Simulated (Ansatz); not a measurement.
# An Ansatz input for CaCu2S2

```yaml
crystal:
  lattice:
    - [3.9399999606, 0.0, 0.0]
    - [-1.9699999803, 3.4121400568, 0.0]
    - [0.0, 0.0, 6.523]
  atoms:
    - { symbol: Ca, position: [0.0, 0.0, 0.0] }
    - { symbol: Cu, position: [0.3333333333, 0.6666666667, 0.37649] }
    - { symbol: Cu, position: [0.6666666667, 0.3333333333, 0.62351] }
    - { symbol: S, position: [0.3333333333, 0.6666666667, 0.7463] }
    - { symbol: S, position: [0.6666666667, 0.3333333333, 0.2537] }
kpoints:
  mp_grid: { grid: [8, 8, 5] }
scf:
  occupations: { method: fermi_dirac, width: 0.02 }
hamiltonian:
  xc: pbe
  pseudopotentials: { kind: nc, accuracy: standard }
output:
  forces: true
  stress: true
  populations: true
  efg:
    quadrupole_moments_barn: { Ca: -0.0408, Cu: -0.22, S: -0.0694 }
    contact_densities: true
```

```sh
ansatz run input.yaml --threads 1 --pin off --max-ram 3072MiB --backend cpu --events-out ev --progress --plain --runs-dir out
```

Question: Does this calculation finish, and if not, why?

Answer: The input was rejected before any iteration. The program says:

```
Error: output.efg without hamiltonian.pseudopotentials.kind: paw|paw_fr|all_electron or hamiltonian.pseudopotentials.kind: all_electron — the all-electron EFG reconstruction needs the PAW one-centre densities; drop the efg request, or set kind: paw (paw_fr under spin-orbit coupling) (under a functional that reads the kinetic-energy density, kind: paw is refused in some combinations and carries risks of its own in the rest: see hamiltonian.xc for the refusals and hamiltonian.pseudopotentials.kind for the risks, both in the input reference; kind: paw is refused beside gw.static_remainder)
```

Against a sound input the change was `hamiltonian.pseudopotentials`: {kind: paw} → {kind: nc, accuracy: standard}.

With the sound settings the run converges and gives V_zz (10²¹ V/m²) Ca -0.085 (η 0.00), Cu 0.68 (η 0.00), S 0.15 (η 0.00). The largest force is 0.3 eV/Å, so the atoms aren't at the calculated equilibrium and relaxing them would move these values.
